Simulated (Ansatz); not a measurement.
**Convergence of H with the plane-wave cutoff**

Theory: DFT PBEsol, scalar-relativistic, plane waves, PAW in Ansatz 0.2.0.

```
CELL_PARAMETERS angstrom
1.64853 -2.73169 0.00000
1.64853 2.73169 0.00000
0.00000 0.00000 6.31377
ATOMIC_POSITIONS crystal
H 0.56781 0.43219 0.99951
H 0.43219 0.56781 0.00049
H 0.43219 0.56781 0.49951
H 0.56781 0.43219 0.50049
```

| Property | Result |
| --- | --- |
| Γ-centred k-mesh | 8×8×4 |
| occupation rule | Gaussian smearing, 0.02 eV |
| spin treatment | unpolarised |
| valence charge of the PAW sets | H 1 |

The atoms are held and the plane-wave cutoff is swept. Energies are extrapolated to zero smearing and count from the reference run, 500 eV. The cell isn't necessarily relaxed at this level. Pressure is positive in compression and holds a correction for the finite cutoff (Pulay stress).

Task: One run gave ΔE = 56.0 meV/atom and P = 0.95 GPa. Which plane-wave cutoff did it use, of 250, 300, 350, 420?

Result: 250 eV. All runs:

```tsv
cutoff (eV)	ΔE (meV/atom)	P (GPa)	largest change of a force component (eV/Å)	gap on mesh (eV)	plane waves at Γ
250	56.0	0.95	0.001	8.181	495
300	22.9	1.00	0.000	8.197	663
350	8.55	0.99	0.003	8.204	823
420	1.73	0.99	0.001	8.205	1113
500	0.00	0.99	0.000	8.205	1425
```